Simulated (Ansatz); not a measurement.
## ZnAg (Pm-3m), bands, slopes and optics on a fine k mesh: input and output

Computed with r²SCAN, PAW on Ansatz 0.2.0's default frozen-core files (fitted under PBE), scalar-relativistic; not a measurement.

Cell and atoms were relaxed beforehand by PAW with this functional.

Command:

```sh
ansatz run input.yaml --threads 1 --pin off --max-ram 3072MiB --backend cpu --events-out ev --progress --plain --runs-dir out
```

input.yaml:

```yaml
crystal:
  lattice:
    - [3.14122128684, 0.0, 0.0]
    - [0.0, 3.14122128684, 0.0]
    - [0.0, 0.0, 3.14122128684]
  atoms:
    - { symbol: Zn, position: [0.5, 0.5, 0.5] }
    - { symbol: Ag, position: [0.0, 0.0, 0.0] }
kpoints:
  mp_grid: { grid: [10, 10, 10] }
scf:
  occupations: { method: fermi_dirac, width: 0.1 }
hamiltonian:
  xc: r2scan
  pseudopotentials: { kind: paw }
output:
  forces: true
  stress: true
  eigenvalues: true
  eigenstates:
    nscf_kmesh: { grid: [16, 16, 16] }
    de_dk: true
    e_range: [-14, 14]
  optics:
    e_range: [0, 30]
    de: 0.2
    sigma: 0.15
    bands: { spectra_wanted_up_to: 30 }
    nscf_kmesh: { grid: [16, 16, 16] }
    drude_damping: 0.05
checkpoint:
  write: ck
  write_wavefunctions: false
```

Output (shortened where marked):

```
Warning: RAYON_NUM_THREADS=1 ignored (pool sized by the plan → 1); use --threads N
Engine: ansatz 0.2.0, aarch64-unknown-linux-gnu
Pseudopotentials: kind: paw
Pseudopotential: Zn, paw, valence charge 12, recommended cutoff 500 eV (meta_gga), Zn.paw.azcp
Pseudopotential: Ag, paw, valence charge 19, recommended cutoff 500 eV (meta_gga), Ag.paw.azcp
Functional definition: r2SCAN
  parameter k0 = 0.174
  parameter k1 = 0.065
  parameter a1 = 4.9479
  exchange = r2scan_x(k0 = k0, k1 = k1, a1 = a1)
  correlation = r2scan_c
Crystal: 2 atoms, lattice volume = 30.995 Å³
Basis set: ecut = 500 eV, 751 PW (Γ), exchange–correlation on 96×96×96 points (64 copies of the dense FFT grid, shifted against one another)
Bands: 20, of which v1, the nominal top of the filled ones, is band 16 counted from 1 (15 counted from 0)
Symmetry: 48 space group operations
Space group: Pm-3m (ITA 221), of the structure as read, at distance tolerance 3.1e-5 Å
k-points: 56 of 1000
Non-local potential: Zn, projectors of the file, l = 0: 2, l = 1: 2, l = 2: 3, l = 3: 1
Non-local potential: Ag, projectors of the file, l = 0: 3, l = 1: 2, l = 2: 2, l = 3: 1
PAW form: soft (Blöchl's): semilocal exchange-correlation on the pseudo side does not see the compensation charge
PAW frozen core: Zn, regenerated for the run's functional (the file was generated under x = pbe(κ = 0.804, μ = 0.2195149727645171), c = pbe(β = 0.06672455060314922))
PAW frozen core: Ag, regenerated for the run's functional (the file was generated under x = pbe(κ = 0.804, μ = 0.2195149727645171), c = pbe(β = 0.06672455060314922))
PAW one-centre angular grid: Zn, 590 points (default); XC on 261 of its mesh's 2673 points in the sphere
PAW one-centre angular grid: Ag, 590 points (default); XC on 160 Gauss nodes
Initial density: superposition of atomic densities (neutral atoms: chi_scale 0, normalization atom), corrected by the library's trained network
Initial wavefunctions: pseudopotential atomic-orbital guess
[... 9 lines left out ...]
SCF iter   8: F=—  HF=-10929.682499 eV  |F-HF|=—  |Δ(HF+E_count)|=   1.38e-8  Δρ=1.73e-6  dr2=4.18e-10  dr2_τ=2.86e-11  ethr=1.03e-10  ⟨swp⟩=2.0  Hψ=1832  notcnv=0  defer=7
SCF iter   9: F=-10929.682499 eV  HF=-10929.682499 eV  |F-HF|=0.00e0  |Δ(HF+E_count)|=   1.15e-9  Δρ=1.75e-7  dr2=6.46e-12  dr2_τ=1.43e-12  ethr=1.00e-12  ⟨swp⟩=5.3  Hψ=5973  notcnv=0
SCF 1 converged in 9 iterations: F = -10929.682499 eV  dr2 = 6.46e-12
  greatest PAW one-centre occupation: 1.000 electrons in one spin orbital (limit 2), on the Ag atom at site 1 (counted from 0), in its partial waves of l = 0
NSCF: frozen V_eff on 165 k-points
NSCF: frozen V_eff on 165 k-points
output.optics: what the bands over the 49 summed would add to eps1, eps2 and the energy-loss function is held between a lower and an upper bound (5 Lanczos steps). eps1, eps2 and their loss function (loss_summed_bands) are given ...
SCF converged after 9 iterations
Free energy (F): -10929.682499 eV
Harris-Foulkes:  -10929.682499 eV  (|F-HF|=0.00e0)
Internal energy: -10929.663162 eV  (E = F + TS)
E sigma→0 (E₀):  -10929.672831 eV
Entropy (-TS):   -0.019337 eV (-9.669 meV/atom)
Fermi energy:    15.319767 eV
--- Per-component energies (eV) ---
  E_band       = -211.131271
  E_kinetic    = 658.082556
  E_local      = -3739.426499  (includes V_loc(G=0)·N_el)
  E_nonlocal   = 695.583166
  E_hartree    = 1651.335563
  E_xc         = -303.128216
  E_vxc        = -318.135102  (∫ρ·V_xc dr)
  E_paw        = -5769.132336  (= ΣΔE_a)
  E_vpaw       = -832.176634  (= ΣTr[D̂ρ^β])
  E_aug_tail   = 0.000047  (compensation charges beyond the density's cutoff)
  E_vtau       = 22.270183  (kinetic-family band-sum trace: ∫τ·v_τ [+ j·A + Jᵃ·Aᵃ] dr)
  E_ewald      = -4122.285514
  E_core_change = -0.691929  (= ΣΔE_core)
  E_smearing   = -0.019337  (= −TS)
  E_closure    = 0.000000  (closes the sum)
  Σ components = -10929.682499   (vs F -10929.682499, Δ=0.00e0)
--- Forces (eV/Å), atoms counted from 1 ---
  atom   1  Zn     0.00000000    -0.00000000    -0.00000000
  atom   2  Ag    -0.00000000     0.00000000    -0.00000000
  max |Σ_I F_I| component: 1.58e-29 eV/Å
--- Stress (GPa, compression-positive) ---
       -0.022151       0.000000       0.000000
        0.000000      -0.022151       0.000000
        0.000000       0.000000      -0.022151
  P = ⅓ Tr σ = -0.0222 GPa (-0.222 kbar)
--- Fermi surface from the table of eigenstates, both spin states counted (twice the sheets' area in a run without spin) ---
  How far the three rows differ hints at the mesh's error and does not bound it.
  reading                E - E_F (eV)   area (Å⁻²)  resistivity times mean free path along x, y, z (Ω·m²), under one mean free path over the surface
  by tetrahedra               -0.0931       37.629  8.1245e-16  8.1245e-16  8.1245e-16
  by the states' slopes       -0.0785       36.001  8.4918e-16  8.4918e-16  8.4918e-16
  on every second point       -0.1240       36.939  8.2763e-16  8.2763e-16  8.2763e-16
```

Self-consistency was reached.

Head of optics.tsv:

```
# E[eV]	eps2_interband_xx	eps2_interband_yy	eps2_interband_zz	eps2_interband_xy	eps2_interband_xz	eps2_interband_yz	eps1_interband_xx	eps1_interband_yy	eps1_interband_zz	
# format = ansatz-optics/6
# intraband_term = drude
# n_periodic_directions = 3
# eps1_interband_at_0(xx yy zz xy xz yz) = 50.646014 50.646014 50.646014 0.000000 -0.000000 -0.000000
# eps1_interband_at_0_completed(xx yy zz) = 50.702601 50.702601 50.702601
# k_sum = mesh_cells
# eps2_relative_error = 0.0025
# drude_weight_relative_error = 0.0033
# eps1_interband_at_0_relative_error = 0.0068
# f_sum_interband_n_eff(xx yy zz) = 17.951447 17.951447 17.951447
# f_sum_interband_n_eff_momentum_only(xx yy zz) = 8.579503 8.579503 8.579503
# fermi_ev = 15.241611
# fermi_mp_grid = 16 16 16
# fermi_mp_shift = 0 0 0
# occupation_method = fermi_dirac
# smearing_width_ev = 1e-1
# drude_damping_ev = 5e-2
# drude_plasma_energy_squared_ev2(xx yy zz xy xz yz) = 93.324163 93.324163 93.324163 0.000000 0.000000 0.000000
# drude_plasma_energy_ev(xx yy zz) = 9.660443 9.660443 9.660443
# f_sum_intraband_n_eff(xx yy zz) = 2.097853 2.097853 2.097853
# unresolved_interband_energy_squared_ev2(xx yy zz xy xz yz) = 0.000000 0.000000 0.000000 0.000000 0.000000 0.000000
# f_sum_unresolved_interband_n_eff(xx yy zz) = 0.000000 0.000000 0.000000
# f_sum_n_eff(xx yy zz) = 20.049300 20.049300 20.049300 of n_electrons = 31.000000
# loss_f_sum_n_eff(xx yy zz) = 20.049674 20.049674 20.049674
# perfect_screening_sum(xx yy zz) = 1.000000 1.000000 1.000000
# perfect_screening_sum_on_rows(xx yy zz) = 1.000039 1.000039 1.000039
# perfect_screening_limit(xx yy zz) = 1.000000 1.000000 1.000000
# n_bands = 49
# n_bands_set_by = photon_energy
# valid_up_to_ev = 49.954867
# evaluated_top_ev = 152.800000
# all_electron_strengths = true
# band_completion = completed
# response = whole
# tolerance = 0.01
# method = lanczos_chains
# lanczos_steps = 5
# chains_run = together
# ended_by = wanted_rows_settled
# boundable_up_to_ev = 48.397037
# wanted_up_to_ev = 30.000000
# change_inside_cells = 0.0001 (estimated)
# bound_at_0(xx yy zz) = bounded bounded bounded
```

Head of eigenstates.tsv:

```
# spin	ik	k_frac_1	k_frac_2	k_frac_3	k_cart_x_inv_ang	k_cart_y_inv_ang	k_cart_z_inv_ang	n_plane_waves	band	set	set_size	e_ev	residual_ev	de_dk_x_ev_times_ang	de_dk_y_ev_t
# format = ansatz-eigenstates/6
# source = nscf_kmesh_points
# nscf_kmesh_grid = 16 16 16
# nscf_kmesh_shift = 0 0 0
# n_kpoints = 165
# n_rows = 2623
# fermi_ev = 1.5319767318563153e1
# fermi_mp_grid = 10 10 10
# fermi_mp_shift = 0 0 0
# fermi_n_kpoints = 56
# fermi_n_bands = 20
# fermi_largest_filled_residual_ev = 2.601837187635665e-6
# n_electrons = 3.1e1
# occupation_method = fermi_dirac
# smearing_width_ev = 1e-1
# xc_rung = meta_gga
# e_minus_fermi_range_ev = -1.4e1 1.4e1
# overlap = augmented
# smooth_dims = 24 24 24
# scf_smooth_dims = 24 24 24
# fft_grid_basis = 1 0 0 0 1 0 0 0 1
# xc_grid = 4
# n_bands_solved = 24
# n_bands_printed_max = 20
# set_resolution_ev = 9.651192773946574e-6
# degenerate_levels = group_imposed
```

Dielectric function:

Independent-particle optical response of a crystal from Kohn-Sham bands on the fine mesh with a Drude term, no local fields or excitons; Cartesian axes as in the input.

```json
{"Fine mesh": "16, 16, 16", "Line width": "0.15 eV", "Drude damping": "0.05 eV"}
```

```
photon energy (eV)  dielectric real xx  dielectric imag xx
               0.6              -254.6               22.98
               1.2               -57.2               2.868
               1.8              -17.75                 1.8
               2.4              -4.483               9.884
                 3              -6.241               10.98
               3.6              -8.003               6.547
               4.2              -4.704               4.298
               4.8               -3.02               3.234
               5.4              -1.958               2.874
                 6              -1.316               2.527
               6.6              -0.625               2.209
               7.2              -0.055               2.167
               7.8               0.287               2.305
               8.4               0.373               2.618
                 9               0.015               2.428
               9.6                0.03                 2.2
              10.2               0.159               2.003
              10.8               0.077               1.872
              11.4               0.152               1.627
                12               0.291               1.507
              12.6               0.358                1.43
              13.2                0.42               1.337
              13.8               0.482               1.255
              14.4               0.548               1.194
                15               0.617               1.118
              15.6                 0.7               1.083
              16.2               0.812               1.136
              16.8               0.745                1.18
              17.4               0.848               1.227
                18                0.74               1.249
              18.6               0.633               1.173
              19.2               0.568               1.036
              19.8               0.686               0.942
              20.4               0.674               0.962
                21               0.666               0.961
              21.6                 0.6               0.878
              22.2                0.59               0.742
              22.8               0.729               0.643
              23.4               0.821               0.638
                24                0.91               0.702
              24.6               0.818               0.712
              25.2               0.875               0.673
              25.8               0.868               0.701
              26.4               0.947               0.697
                27                0.92               0.733
              27.6               0.892               0.732
              28.2               0.886               0.731
              28.8               0.872               0.696
              29.4               0.886               0.643
                30               0.961                0.66
```

### Optical constants

Normal incidence from vacuum, light polarised along x.

```json
{
  "Fine mesh": "16, 16, 16",
  "Line width": "0.15 eV",
  "Drude damping": "0.05 eV"
}
```

```tsv
photon energy (eV)	refractive index	extinction	reflectivity	loss function	absorption (×10⁵ cm⁻¹)
1.8	0.213	4.218	0.9557	0.0057	7.696
3.6	1.081	3.028	0.6798	0.0612	11.05
5.4	0.872	1.649	0.4395	0.2376	9.023
7.2	1.028	1.054	0.2129	0.4612	7.693
9	1.105	1.098	0.2159	0.4118	10.02
10.8	0.988	0.948	0.1853	0.5333	10.38
12.6	0.957	0.747	0.1276	0.6581	9.54
14.4	0.965	0.619	0.0905	0.6916	9.03
16.2	1.051	0.541	0.0655	0.5826	8.875
18	1.047	0.597	0.0788	0.5927	10.88
19.8	0.962	0.489	0.0589	0.694	9.821
21.6	0.912	0.481	0.0616	0.7768	10.54
23.4	0.965	0.33	0.0278	0.5898	7.838
25.2	0.995	0.338	0.028	0.5527	8.644
27	1.024	0.358	0.0305	0.53	9.796
28.8	0.997	0.349	0.0296	0.5588	10.19
```

### Optical peaks

A zero of eps1 gives a sharp plasmon only where eps2 is small.

* Fine mesh: 16, 16, 16
* Window top: 30 eV
* Line width: 0.15 eV
* Drude damping: 0.05 eV
* ε₁ rises through zero at x: 7.27 eV
* ε₂ there x: 2.18
* Plasma energy (x, y, z): 9.66, 9.66, 9.66 eV
* Reflectivity at 1 eV, x-polarised: 0.9879
* Reflectivity at 2 eV, x-polarised: 0.8497
* Reflectivity at 3 eV, x-polarised: 0.5845

Caveats: frozen-core PAW files fitted under PBE, their cores solved anew for the functional of the run; filled d bands lie too high at this level, so their transitions start too early; these sums move with the mesh, by several per cent and more for small sheets.

Time and hardware: 2 min on 1 thread of Arm Neoverse V2, on a shared host, peak memory 1.1 GiB.
